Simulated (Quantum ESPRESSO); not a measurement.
NbTa3ZnZr3 in 6 site orders

These are calculations, not measurements. They come from Quantum ESPRESSO 7.5, a public plane-wave density functional program. Each row is one single-point run on a made-up periodic cell of eight metal atoms, with elements, volume, strain and displacements drawn at random and not relaxed, so a cell may be unstable or far from any real phase. There is no spin polarisation or spin-orbit coupling.

Settings: PBE unless stated; PseudoDojo standard norm-conserving files; Fermi-Dirac width 0.25 eV, which means electrons at about 2900 K; cutoff 1143 eV; 5 x 5 x 5 k mesh shifted half a step off Gamma. E is the free energy of the whole cell (internal energy minus TS), so a -TS column is already part of it. Stress is positive in tension, and the pressure P is minus a third of its trace.

Checks: one run of this series was repeated at a higher cutoff and on a denser mesh, which moved values by no more than 0.002 eV, 0.02 GPa and 0.003 eV/Å, and a second program with other atomic files agreed on it to 2 % rms in force and 0.5 GPa in pressure. Known limits: heavy elements are run without spin-orbit coupling, which real alloys of them have; a spin test at this wide smearing found no moment, but such smearing suppresses magnetism that the real alloy may have.

The lattice is hexagonal close-packed, and the cell vectors in Å are (3.042, -0.028, 4.884); (2.968, 0.020, -4.839); (-3.012, 5.108, -0.048), a volume of 149.14 Å³. The runs put one composition on the same eight displaced sites in different orders. E is counted from run 1, and the rms force is over all 24 components. Nothing is relaxed, so E mixes bonding between neighbours with strain on unrelaxed sites, and it is not an ordering energy.

| run | elements on sites 1 to 8 | E (eV) | -TS (eV) | rms force (eV/Å) | largest force (eV/Å) | P (GPa) |
|---|---|---|---|---|---|---|
| 1 | Ta Zr Ta Nb Zr Zr Zn Ta | 0.000 | -1.826 | 0.310 | 0.89 | 8.63 |
| 2 | Zn Zr Zr Ta Ta Ta Zr Nb | 0.156 | -1.782 | 0.436 | 1.12 | ? |
| 3 | Ta Zr Nb Zr Ta Zn Zr Ta | -0.002 | -1.796 | 0.451 | 1.20 | 8.84 |
| 4 | Ta Nb Ta Ta Zr Zr Zr Zn | 0.220 | -1.803 | 0.477 | 1.15 | 9.21 |
| 5 | Zr Ta Zn Zr Ta Ta Nb Zr | 0.180 | -1.807 | 0.454 | 1.10 | 9.12 |
| 6 | Nb Zr Ta Zn Ta Zr Ta Zr | 0.118 | -1.793 | 0.393 | 1.09 | 9.11 |

## Worked fit

A straight line through the runs shown gives P = 8.76 + 2.18 E GPa with E in eV, an error of 0.53 on the slope and a scatter of 0.11 GPa. At this fixed volume the orders of higher energy tend to have the higher pressure.

## Withheld value

Question: what pressure should run 2 give?

The fit gives 9.10 ± 0.12 GPa. The calculation gave 8.75 GPa. This run lies off the fit by more than twice that error, so something that the fit leaves out matters here.
